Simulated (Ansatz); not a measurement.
Si₂Mo:
```
Si2Mo
1.0
    4.58421     0.00000     0.00000
   -2.29210     3.97004     0.00000
    0.00000     0.00000     6.57628
Si Mo
6 3
Direct
  0.16386   0.83614   0.83333
  0.32771   0.16386   0.16667
  0.16386   0.32771   0.50000
  0.83614   0.16386   0.83333
  0.67229   0.83614   0.16667
  0.83614   0.67229   0.50000
  0.50000   0.00000   0.50000
  0.50000   0.50000   0.83333
  0.00000   0.50000   0.16667
```

Relaxed with r²SCAN. Special points in fractions of this cell's reciprocal vectors: Γ (0.000, 0.000, 0.000); M (0.500, 0.000, 0.000); K (0.333, 0.333, 0.000); A (0.000, 0.000, 0.500); L (0.500, 0.000, 0.500); H (0.333, 0.333, 0.500).

Q: List the band energies nearest the valence-band maximum at these points for plane-wave PAW r²SCAN (Ansatz code).

A: In eV from the valence-band maximum; about four levels below and three above (degenerate sets whole), none deeper than 8.9 eV; points with the same levels are listed once.

```json
[
 {"k": "Γ", "below": "-3.18 -3.18 -2.91 -2.25 -0.86", "above": "2.23 2.55 2.55"},
 {"k": "M", "below": "-2.24 -1.62 -1.10 -0.68", "above": "0.16 0.85 1.00"},
 {"k": "K", "below": "-2.63 -1.11 -1.11 -0.90", "above": "0.79 1.13 1.13"},
 {"k": "A", "below": "-2.48 -2.48 -2.28 -0.75 -0.75", "above": "2.04 2.52 2.59 2.59"},
 {"k": "L", "below": "-2.81 -2.03 -1.28 0.00", "above": "0.69 1.23 1.53"},
 {"k": "H", "below": "-1.92 -1.92 -1.55 -1.55 -0.61", "above": "0.77 1.31 1.31"}
]
```

Space group P6_222. The first step of the workflow began from a Materials Project structure, measured or hypothetical; the Crystallography Open Database copy checked does not list it. It is not the phase usual at ambient conditions (space group No. 139). Symmetry was held in the r²SCAN relaxation; its stability against distortions is not shown here. The run is not spin-polarised. Spin–orbit coupling is left out wherever it is not named.

Potentials: the later of the program's two PAW sets.
